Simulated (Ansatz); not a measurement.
Values for one crystal, relaxed and computed with PBEsol in the plane-wave PAW code Ansatz; other levels are named.

| Property | Value |
|---|---|
| Volume per atom | 10.13 Å³ |
| Band gap | 6.82 eV (direct) |
| Pressure derivative B′ | 4.2 |
| Bulk modulus (Birch–Murnaghan fit) | 108 GPa |
| Conduction-band minimum | at Γ |
| Electron effective mass | 0.50 mₑ (isotropic) |
| Hole effective mass, band 1 of 3 at the edge | 21 along [100], 7.4 along [110], 7.1 along [111] (mₑ) |

Task: Which of these materials gives this?
A) MgSe, rock salt
B) MgO, wurtzite
C) MgZn3S4, Pm (Pearson symbol mP8)
D) MgF2, Pa-3 (Mg on 4a, F on 8c)

Result: D, MgF2, Pa-3 (Mg on 4a, F on 8c)

The workflow started from a Materials Project entry (that database holds measured and hypothetical structures alike); the Crystallography Open Database copy checked does not list it. It is not the phase usual at ambient conditions (space group No. 136). The cell was relaxed with PBEsol under the symmetry of its start; whether a distortion lowers the energy is not shown.

Potentials: the later of the program's two PAW sets.
